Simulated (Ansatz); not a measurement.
# Relaxing a structure of Be

The start is a relaxed Be cell, doubled along one cell vector, shaken by Gaussian noise of σ = 0.08 Å a coordinate. The cell and all atomic positions are relaxed at zero pressure with r2SCAN (plane waves to 500 eV, PAW, scalar-relativistic; Ansatz, a first-principles code). First-step values are on the input's coarse k-mesh.

Ansatz input (later rounds restart from its end on a renewed k-mesh):
Ansatz 0.2 input:
```yaml
crystal:
  lattice:
    - [0, 1.5797769454, 1.5797769454]
    - [3.1595538908, 0, 3.1595538908]
    - [1.5797769454, 1.5797769454, 0]
  atoms:
    - { symbol: Be, position: [0.016123981, 0.0375446503, -0.0906172395] }
    - { symbol: Be, position: [0.020549586, 0.4577691836, 1.0713559326] }
basis: { ecutwfc: 500, ecutrho_ratio: 4, xc_grid: 4, fft_grid_basis: typed }
kpoints: { mp_grid: { grid: [17, 9, 17] } }
hamiltonian:
  xc: r2scan
  dispersion: none
  pseudopotentials: { azcp: { folder: ./paw }, kind: paw }
scf: { occupations: { method: fermi_dirac, width: 0.05 } }
relax: { f_tol: 0.01, max_steps: 100, cell: { stress_tol: 0.02 } }
output: { forces: true, stress: true }
```

```json
{
 "initial_pressure": "+8.4 GPa (positive: the cell is compressed)",
 "relative_to_the_parent": "It relaxes back to the parent, Fm-3m (No. 225)",
 "band_gap_at_the_end": "zero (metallic)",
 "optimiser_moves": "9"
}
```

It ends as:

```cif
data_Be4
_chemical_formula_sum 'Be4'
_space_group_name_H-M_alt 'Fm-3m'
_space_group_IT_number 225
_space_group_name_Hall '-F 4 2 3'
_cell_length_a 3.15803
_cell_length_b 3.15803
_cell_length_c 3.15803
_cell_angle_alpha 90.000
_cell_angle_beta 90.000
_cell_angle_gamma 90.000
loop_
_atom_site_label
_atom_site_type_symbol
_atom_site_symmetry_multiplicity
_atom_site_Wyckoff_symbol
_atom_site_fract_x
_atom_site_fract_y
_atom_site_fract_z
_atom_site_occupancy
Be1 Be 4 b 0.50000 0.50000 0.50000 1
```
(The calculation used a cell of 1 atom; values per cell refer to that cell.)

Final values are on a 25×25×25 k-mesh of the relaxed cell. No spin polarisation in the result.

The run could not lose the symmetry of its start: the end is stationary, and may be a saddle point rather than a minimum.

The relaxed structure here is a generated cell of Be: the first start was made by placing the elements on the sites of a structure type, and the end was not matched to a known phase here, so it may be hypothetical. Known forms of Be include space group No. 194.
